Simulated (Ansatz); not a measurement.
Trial structure of Hf₃SiO₈, not yet relaxed:

```
CELL_PARAMETERS angstrom
3.38894 -3.38894 0.00000
3.38894 3.38894 0.00000
0.00000 0.00000 6.38306
ATOMIC_POSITIONS crystal
Hf 0.00000 0.00000 0.75000
Hf 0.00000 0.00000 0.25000
Hf 0.50000 0.50000 0.50000
Si 0.50000 0.50000 0.00000
O 0.19496 0.19496 0.00000
O 0.19496 0.19496 0.50000
O 0.69496 0.30504 0.75000
O 0.69496 0.30504 0.25000
O 0.30504 0.69496 0.75000
O 0.30504 0.69496 0.25000
O 0.80504 0.80504 0.00000
O 0.80504 0.80504 0.50000
```

Method: Ansatz 0.2.0, DFT PBE, scalar-relativistic, plane waves, PAW. Settings: cutoff 420 eV, Γ-centred mesh 4×4×4 on the computed 12-atom cell, Gaussian smearing of 0.10 eV; no spin polarisation.

Formation energies are uncorrected and refer to the elements' standard structures at the same level (O₂ as a molecule).

Question: What does a single point on this coarse mesh give?

Answer: The pressure is -3.4 GPa (the mean over three directions, positive in compression), the largest force is 3.07 eV/Å, and the energy is −2.95 eV/atom against the elements. The shortest distance is 2.07 Å.

Question: How much does it gain on relaxing, and where does it end?

Answer: Relaxing gains about 0.17 eV/atom in 11 ionic steps and ends at −3.122 eV/atom on the finer mesh. The symmetry stays Cmmm (No. 65). The volume per atom shrinks by 5.4 %, from 12.2 to 11.6 Å³. The shortest distance goes from 2.07 Å (Hf–O and Si–O) to 1.84 Å (Si–O). Conventional cell: a = 6.660 Å, b = 6.675 Å, c = 6.238 Å. Hf on a site of symmetry mm2 has 6 O at 2.07–2.11 Å and 1 Hf at 2.99 Å; around Si lie 6 O at 1.84–1.88 Å and 2 Hf at 3.12 Å; around O on a site of symmetry m2m lie 1 Si at 1.88 Å and 2 Hf at 2.09 Å; 3 more sites not described.

The last run used a 6×6×4 mesh (in the run's order of axes) for its 12-atom cell and Gaussian smearing of 0.02 eV. Spin–orbit coupling, which can matter for Hf, is left out. The relaxation can't lower the symmetry of the start. Symmetry constrained the relaxation, so the result can be a saddle point.
